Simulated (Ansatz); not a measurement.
Data:

MoPd:
```
MoPd
1.0
    2.69517     0.00000     0.00000
    0.00000     2.69517     0.00000
    0.00000     0.00000     4.12538
Pd Mo
1 1
Direct
  0.00000   0.00000   0.00000
  0.50000   0.50000   0.50000
```

This is the r²SCAN-relaxed structure. Tensor components refer to the Cartesian frame of this cell.

Task: All from plane-wave PAW r²SCAN (Ansatz code), unless another level is named. Predict the Poisson's ratio.

Result: 0.31.

Task: Give the elastic constants (relaxed ions, GPa).

Result: C11 = 495, C12 = 77.3, C13 = 175, C33 = 376, C44 = 144, C66 = 35.5.

Space group P4/mmm (L1₀ or tetragonal B2). The start of the workflow was typed in or built on a structure type; neither database checked (COD, Materials Project) lists it. Its standing as an ambient phase is unchecked. The r²SCAN relaxation kept the symmetry of its start; its stability against distortions is not shown here. The run is not spin-polarised. As this level gives no gap, shear constants depend on the k-mesh and smearing (Fermi–Dirac, 0.1 eV here).

Potentials: the later of the program's two PAW sets.
